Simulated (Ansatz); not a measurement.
input.yaml (Ansatz)

```yaml
crystal:
  lattice:
    - [-3.3232773106, 3.3232773106, 3.3232773106]
    - [3.3232773106, -3.3232773106, 3.3232773106]
    - [3.3232773106, 3.3232773106, -3.3232773106]
  atoms:
    - { symbol: Si, position: [0.2016298632, 0.2016298632, 0.2016298632] }
    - { symbol: Si, position: [0.5, 1.0, 0.2983701368] }
    - { symbol: Si, position: [0.2983701368, 0.5, 0.0] }
    - { symbol: Si, position: [1.0, 0.2983701368, 0.5] }
    - { symbol: Si, position: [0.7983701368, 0.7983701368, 0.7983701368] }
    - { symbol: Si, position: [0.5, 0.0, 0.7016298632] }
    - { symbol: Si, position: [0.7016298632, 0.5, 1.0] }
    - { symbol: Si, position: [1.0, 0.7016298632, 0.5] }
hamiltonian:
  xc: r2scan
  pseudopotentials:
    kind: paw
    azcp:
      Si: "pseudopotentials/Si.paw.azcp"
basis:
  ecutwfc: 500
  fft_grid_basis: typed
kpoints:
  mp_grid: { grid: [6, 6, 6], shift: [0, 0, 0] }
magnetization:
  spin_polarized: false
scf:
  occupations: { method: fermi_dirac, width: 0.05 }
```

Output

```
Engine: ansatz 0.2.0, x86_64-unknown-linux-gnu
Pseudopotentials: kind: paw
Pseudopotential: Si, paw, valence charge 4, recommended cutoff 500 eV (meta_gga) 
Functional definition: r2SCAN
  parameter k0 = 0.174
  parameter k1 = 0.065
  parameter a1 = 4.9479
  exchange = r2scan_x(k0 = k0, k1 = k1, a1 = a1)
  correlation = r2scan_c
Crystal: 8 atoms, lattice volume = 146.811 Å³
Basis set: ecut = 500 eV, 3781 PW (Γ), exchange–correlation on 180×180×180 points (64 copies of the dense FFT grid, shifted against one another)
Bands: 24, of which v1, the nominal top of the filled ones, is band 16 counted from 1 (15 counted from 0)
Symmetry: 24 space group operations
Space group: Ia-3 (ITA 206), of the structure as read, at distance tolerance 5.3e-5 Å
k-points: 18 of 216
Non-local potential: Si, projectors of the file, l = 0: 2, l = 1: 2, l = 2: 2
PAW form: soft (Blöchl's): semilocal exchange-correlation on the pseudo side does not see the compensation charge
PAW frozen core: Si, regenerated for the run's functional (the file was generated under x = pbe(κ = 0.804, μ = 0.2195149727645171), c = pbe(β = 0.06672455060314922))
PAW one-centre angular grid: Si, 302 points (default); XC on 160 Gauss nodes
Initial density: superposition of atomic densities (neutral atoms: chi_scale 0, normalization atom), corrected by the library's trained network
Initial wavefunctions: pseudopotential atomic-orbital guess
Functional: x = r2scan, c = r2scan; τ floored in thin density (d = 2e-4 eV/Å³)
SCF iter   1: F=—  HF=-5110.963569 eV  |F-HF|=—  |Δ(HF+E_count)|=         —  Δρ=4.92e-3  dr2=3.30e-2  dr2_τ=4.87e-2  ethr=1.77e-3  ⟨swp⟩=7.3  Hψ=2584  notcnv=0
SCF iter   2: F=—  HF=-5111.044466 eV  |F-HF|=—  |Δ(HF+E_count)|=   8.09e-2  Δρ=3.19e-3  dr2=1.30e-2  dr2_τ=3.87e-5  ethr=1.03e-4  ⟨swp⟩=2.0  Hψ=976  notcnv=0  defer=25
SCF iter   3: F=—  HF=-5111.044180 eV  |F-HF|=—  |Δ(HF+E_count)|=   2.85e-4  Δρ=4.02e-4  dr2=2.08e-4  dr2_τ=6.17e-6  ethr=4.05e-5  ⟨swp⟩=2.5  Hψ=685  notcnv=0  defer=25
SCF iter   4: F=—  HF=-5111.044345 eV  |F-HF|=—  |Δ(HF+E_count)|=   1.64e-4  Δρ=1.29e-4  dr2=2.22e-5  dr2_τ=1.19e-7  ethr=6.49e-7  ⟨swp⟩=2.3  Hψ=710  notcnv=0  defer=25
SCF iter   5: F=—  HF=-5111.044397 eV  |F-HF|=—  |Δ(HF+E_count)|=   5.25e-5  Δρ=3.15e-5  dr2=1.21e-6  dr2_τ=1.04e-8  ethr=6.93e-8  ⟨swp⟩=2.0  Hψ=690  notcnv=0  defer=25
SCF iter   6: F=-5111.044399 eV  HF=-5111.044399 eV  |F-HF|=8.01e-8  |Δ(HF+E_count)|=   1.54e-6  Δρ=8.19e-6  dr2=6.52e-8  dr2_τ=1.00e-9  ethr=3.13e-10  ⟨swp⟩=3.0  Hψ=1072  notcnv=0
SCF 1 converged in 6 iterations: F = -5111.044399 eV  dr2 = 6.52e-8
SCF converged after 6 iterations
Free energy (F): -5111.044399 eV
Harris-Foulkes:  -5111.044399 eV  (|F-HF|=8.01e-8)
Internal energy: -5111.041921 eV  (E = F + TS)
E sigma→0 (E₀):  -5111.043160 eV
Entropy (-TS):   -0.002478 eV (-0.310 meV/atom)
Fermi energy:    7.589599 eV
--- Per-component energies (eV) ---
  E_band       = 58.940146
  E_kinetic    = 323.779500
  E_local      = -139.455908  (includes V_loc(G=0)·N_el)
  E_nonlocal   = 199.151598
  E_hartree    = 38.849126
  E_xc         = -412.429432
  E_vxc        = -398.375778  (∫ρ·V_xc dr)
  E_paw        = -4155.404247  (= ΣΔE_a)
  E_vpaw       = -19.318979  (= ΣTr[D̂ρ^β])
  E_aug_tail   = 0.000037  (compensation charges beyond the density's cutoff)
  E_vtau       = 15.460716  (kinetic-family band-sum trace: ∫τ·v_τ [+ j·A + Jᵃ·Aᵃ] dr)
  E_ewald      = -964.921131
  E_core_change = -0.611464  (= ΣΔE_core)
  E_smearing   = -0.002478  (= −TS)
  E_closure    = -0.000000  (closes the sum)
  Σ components = -5111.044399   (vs F -5111.044399, Δ=0.00e0)
```
